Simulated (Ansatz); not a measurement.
Se (trigonal-Se type, space group P3_121): energy over volume and axial ratio

Se (trigonal-Se type, space group P3_121)

```cif
data_Se3
_chemical_formula_sum 'Se3'
_space_group_name_H-M_alt 'P3121'
_space_group_IT_number 152
_space_group_name_Hall 'P 31 2"'
_cell_length_a 4.52940
_cell_length_b 4.52940
_cell_length_c 5.04244
_cell_angle_alpha 90.000
_cell_angle_beta 90.000
_cell_angle_gamma 120.000
loop_
_atom_site_label
_atom_site_type_symbol
_atom_site_symmetry_multiplicity
_atom_site_Wyckoff_symbol
_atom_site_fract_x
_atom_site_fract_y
_atom_site_fract_z
_atom_site_occupancy
Se1 Se 3 b 0.78159 0.78159 0.50000 1
```

Two coordinates are scanned: the volume, and the ratio of the stretch along z (the conventional c axis) to the stretch across it. Atoms keep their fractional coordinates.

Method: PBE (plane waves to 420 eV, PAW, scalar-relativistic; Ansatz, a quantum-chemistry and plane-wave program). k mesh 9×9×7 (Γ-centred), Fermi-Dirac smearing 0.05 eV. Energies are smeared free energies. Compression counts positive. As the atoms are clamped, bonds stretch with the cell, which overstates energies and stresses. Se was relaxed with its symmetry unable to fall. The PAW data are Ansatz's earlier set. ΔE is measured from the relaxed starting cell.

ΔE (eV/atom), with V/V₀ across and (c/a)/(c/a)₀ down:

```csv
(c/a)/(c/a)₀ \ V/V₀,0.920,0.947,0.973,1.000,1.027,1.053,1.080
0.960,0.0493,0.0259,0.0112,0.0040,0.0034,0.0084,0.0183
0.973,0.0428,0.0209,0.0076,0.0018,0.0023,0.0084,0.0194
0.987,0.0372,0.0169,0.0050,0.0004,0.0022,0.0094,0.0214
1.000,0.0324,0.0137,0.0033,0.0000,0.0030,0.0113,0.0243
1.013,0.0286,0.0114,0.0024,0.0004,0.0046,0.0140,0.0280
1.027,0.0255,0.0099,0.0023,0.0016,0.0070,0.0175,0.0325
1.040,0.0232,0.0092,0.0030,0.0037,0.0102,0.0219,0.0378
```

σzz (GPa), with V/V₀ across and (c/a)/(c/a)₀ down:

```
(c/a)/(c/a)₀ \ V/V₀  0.920  0.947  0.973  1.000  1.027  1.053  1.080
-------------------  -----  -----  -----  -----  -----  -----  -----
0.960                 8.60   6.01   3.76   1.80   0.10  -1.38  -2.66
0.973                 7.93   5.36   3.13   1.20  -0.48  -1.94  -3.20
0.987                 7.25   4.71   2.51   0.60  -1.05  -2.49  -3.73
1.000                 6.58   4.07   1.89   0.00  -1.63  -3.04  -4.26
1.013                 5.90   3.42   1.27  -0.59  -2.20  -3.59  -4.79
1.027                 5.23   2.77   0.65  -1.18  -2.76  -4.13  -5.31
1.040                 4.56   2.13   0.04  -1.77  -3.33  -4.67  -5.82
```

Derived quantities:

Modulus against c/a change at fixed volume, (3/4V)·∂²E/∂(ln c/a)² (fit, atoms clamped): 19.3 GPa, an upper bound as the atoms could relax
Lowest place on the grid: V/V₀ = 1.000, (c/a)/(c/a)₀ = 1.000 (0.0 meV/atom)
Highest place on the grid: V/V₀ = 0.920, (c/a)/(c/a)₀ = 0.960 (49.3 meV/atom)

(Under strain, the slope of the energy per volume gives the stress and its curvature an elastic modulus.)
